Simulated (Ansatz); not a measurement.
Level of theory: DFT PBE, scalar-relativistic, plane waves, PAW (Ansatz 0.2.0). All cells share a 420 eV cutoff and Γ-centred k meshes spaced at most about 0.3 Å⁻¹ (about 0.25 or finer for metals, 2π included). No spin polarisation in the final relaxations.

All energies are static (0 K, no zero-point motion).

Compare these two cells of LuBeSi4, each relaxed at this level.

A.

```
Lu Be Si
1.0
     4.81551    0.00000    0.00000
    -2.40776    4.17035    0.00000
     0.00000    0.00000    9.52779
Lu Be Si
1 1 4
Cartesian
  0.0000 0.0000 4.7639
  0.0000 0.0000 0.0000
  0.0000 0.0000 2.1411
  0.0000 0.0000 7.3867
  0.0000 2.7802 4.7639
  2.4078 1.3901 4.7639
```

B.

```
Lu Be Si
1.0
     0.00000    3.57653    3.57653
     3.57653    0.00000    3.57653
     3.57653    3.57653    0.00000
Lu Be Si
1 1 4
Cartesian
  0.0000 0.0000 0.0000
  1.7883 1.7883 1.7883
  2.6900 2.6900 4.4631
  2.6900 4.4631 2.6900
  4.4631 2.6900 2.6900
  4.4631 4.4631 4.4631
```

Task: Which would you expect to be lower, and how large is the difference?

Result: B is lower, by 1.09 eV/atom. A has space group P6/mmm (No. 191), 31.9 Å³/atom and no gap on its mesh; B has space group F-43m (No. 216), 15.2 Å³/atom and no gap. Counting Si atoms around Be and Lu (those within 1.25 times the shortest such distance or 1.15 times the sum of covalent radii; the shortest distance is added where it is long for a bond), A has Lu 8, Be 2 and B has Lu 12, Be 12 from 3.0 Å. B holds Si–Si bonds in all directions (shortest 2.51 Å); in A the shortest Si–Si distance is 2.78 Å, near bonding range too. The denser one is the lower, and pressure would at first widen the difference. Even the lower one lies +0.12 eV/atom against the reference forms of the elements (uncorrected), so neither is stable at this level. Both come from invented guesses. A third cell relaxed alike, in P4/mmm, lies 165 meV/atom below the lower of the two.

A magnetic state wasn't ruled out in cells without spin, among them P6/mmm, F-43m. Cells relaxed within their symmetry can be saddle points.
